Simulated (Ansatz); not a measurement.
In DFT-LDA in the program Ansatz with PAW potentials, P in the fcc (Cu type) structure (Fm-3m) relaxes to a = 3.816 Å. P has 12 nearest neighbours from 2.70 Å (cuboctahedral).

Electronic character: metallic (no gap).

The bulk modulus is 108 GPa. The relaxed-ion elastic constants in GPa are C11 = 42.9, C12 = 136, C44 = -25.9.

The start of the workflow was typed in or built on a structure type; neither database checked (COD, Materials Project) lists it. It is not the phase usual at ambient conditions (space group No. 64). Symmetry was held in the LDA relaxation. At this level the phase is mechanically unstable. As this level gives no gap, shear constants depend on the k-mesh and smearing (Fermi–Dirac, 0.1 eV here).

Potentials: the earlier of the program's two PAW sets. The files were generated under PBE; for other functionals the program regenerates the frozen cores, and for LDA and PBEsol the local potential too.
